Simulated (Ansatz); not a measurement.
RuSi (FeSi type, space group P2_13)

```yaml
crystal:
  lattice:
    - [4.70473, 0.00000, 0.00000]
    - [0.00000, 4.70473, 0.00000]
    - [0.00000, 0.00000, 4.70473]
  atoms:
    - { symbol: Ru, position: [0.12942, 0.12942, 0.12942] }
    - { symbol: Ru, position: [0.62942, 0.37058, 0.87058] }
    - { symbol: Ru, position: [0.87058, 0.62942, 0.37058] }
    - { symbol: Ru, position: [0.37058, 0.87058, 0.62942] }
    - { symbol: Si, position: [0.83761, 0.83761, 0.83761] }
    - { symbol: Si, position: [0.33761, 0.66239, 0.16239] }
    - { symbol: Si, position: [0.16239, 0.33761, 0.66239] }
    - { symbol: Si, position: [0.66239, 0.16239, 0.33761] }
```

The slice is a {100} plane (indices of the conventional cell) through the point (0.871, 0.629, 0.371) (fractional), spanned by u = [100] and v = [010] in vectors of this cell: u (4.70 Å) and v (4.70 Å, at 90° to u). It covers one period; positions are fractions (u, v).

The numbers are results of r2SCAN (plane waves to 500 eV, PAW, scalar-relativistic; Ansatz, an electronic-structure program), not measurements. k mesh 10×10×10. Inside the PAW spheres the values are not all-electron values, and peaks at nuclei hang on which shells count as valence. RuSi is run without spin polarisation. RuSi was relaxed with its symmetry unable to fall.

Three fields on this plane, each scaled to ten steps between its own extremes (0 low, 9 high; the total valence density on a logarithmic scale, the potential cut 8 eV below its top; x marks points blanked near nuclei; v = 0 in the bottom row):

Map A
```
|xxxxxxx2245677777777653212xxxxxx|
|xxxxxxx1245666666665543212xxxxxx|
|xxxxxxx1245665554443332222xxxxxx|
|xxxxxx112455544322222222222xxxxx|
|xxxxx11234554332111112333333xxxx|
|xxxx1123455443210000123455544xxx|
|22112245555432100000134677765433|
|22223455555432100001235789998653|
|43334455554432100001346xxxxxx875|
|654444444443321111123xxxxxxxxx87|
|76544333333332212234xxxxxxxxxxx8|
|76543222223332223345xxxxxxxxxxxx|
|8754322222222233456xxxxxxxxxxxxx|
|8754221112222233467xxxxxxxxxxxxx|
|x764221111122234568xxxxxxxxxxxxx|
|9864221111112234578xxxxxxxxxxxxx|
|9864221111112234578xxxxxxxxxxxxx|
|97542111111123345679xxxxxxxxxxxx|
|87532111111123344568xxxxxxxxxxx9|
|764321111112233334568xxxxxxxxx98|
|65432111111223323345678xxxxxx887|
|43322111112222222233567888888765|
|22211111222222222223356777765543|
|11111112222333332222345566543221|
|22110112233333443333344554321112|
|xxxx1111234444555544444442111xxx|
|xxxxx11123455666666655543111xxxx|
|xxxxxx212455677888877654211xxxxx|
|xxxxxxx2345677899998775421xxxxxx|
|xxxxxxx2346778xx9999875321xxxxxx|
|xxxxxxx2346778xxx999875312xxxxxx|
|xxxxxxx22467788x9998764212xxxxxx|
```

Map B
```
|xxxxxxx6422112223322111136xxxxxx|
|xxxxxxx5321111122221111236xxxxxx|
|xxxxxxx4221111111111111236xxxxxx|
|xxxxxx432110000111111112358xxxxx|
|xxxxx43211000000000011123579xxxx|
|xxxx4321100000000000111234689xxx|
|76432111000000000000112234678888|
|43221110000000000000112234566665|
|22111000000000000000012xxxxxx543|
|211000000000000000000xxxxxxxxx32|
|11111111100000000000xxxxxxxxxxx2|
|11111111111000000000xxxxxxxxxxxx|
|2222222221110000000xxxxxxxxxxxxx|
|3323333332110000000xxxxxxxxxxxxx|
|x333344332110000000xxxxxxxxxxxxx|
|4444444432110000000xxxxxxxxxxxxx|
|4433343332110000000xxxxxxxxxxxxx|
|33333332211000000000xxxxxxxxxxxx|
|22222222110000011110xxxxxxxxxxx2|
|222111111000001111111xxxxxxxxx22|
|11111110000001111111100xxxxxx111|
|11110000000001122211110000000111|
|11100000000011222221110000001111|
|22110000000012233332110000001122|
|54321100000012344433211000012345|
|xxxx3210000012345543211000123xxx|
|xxxxx42100011245655421100013xxxx|
|xxxxxx421101134566543210012xxxxx|
|xxxxxxx4211123456654311011xxxxxx|
|xxxxxxx5321123xx5553211112xxxxxx|
|xxxxxxx7421122xxx543211124xxxxxx|
|xxxxxxx74221123x4432211125xxxxxx|
```

Map C
```
|xxxxxxx0355431000135788740xxxxxx|
|xxxxxxx0366543212346788750xxxxxx|
|xxxxxxx1567654434567899862xxxxxx|
|xxxxxx036777665556789998740xxxxx|
|xxxxx02578887777778899987520xxxx|
|xxxx0256788888788889998875410xxx|
|00013567888888888888876654321000|
|23456777777888889887653210000112|
|56777877777778899876420xxxxxx013|
|578888776667788888641xxxxxxxxx02|
|46888776555678888752xxxxxxxxxxx0|
|25787765445567888640xxxxxxxxxxxx|
|0467765433456788763xxxxxxxxxxxxx|
|0367654333346788762xxxxxxxxxxxxx|
|x367654322345788752xxxxxxxxxxxxx|
|0367654322345788762xxxxxxxxxxxxx|
|0467764333346778763xxxxxxxxxxxxx|
|26787754444567787640xxxxxxxxxxxx|
|47898776555667777652xxxxxxxxxxx0|
|689998877666777776541xxxxxxxxx03|
|79999998887777666665420xxxxxx036|
|88999999988876655555543210012456|
|67889999998876554555666555445556|
|34567899998865444445677777655433|
|00024689998765433345678887643100|
|xxxx0367888754322245678887520xxx|
|xxxxx03678764311123567887520xxxx|
|xxxxxx046765310001246788630xxxxx|
|xxxxxxx1565420000024678751xxxxxx|
|xxxxxxx0355420xx0024678740xxxxxx|
|xxxxxxx0355310xxx024677640xxxxxx|
|xxxxxxx02554200x0024678630xxxxxx|
```

### Question
Assign the maps to these fields: density of the highest valence band (whole band, smooth part); electron localisation function (ELF); electrostatic potential energy of an electron, from the cell's mean.

### Answer
A is the electron localisation function (ELF); B is the density of the highest valence band (whole band, smooth part); C is the electrostatic potential energy of an electron, from the cell's mean.
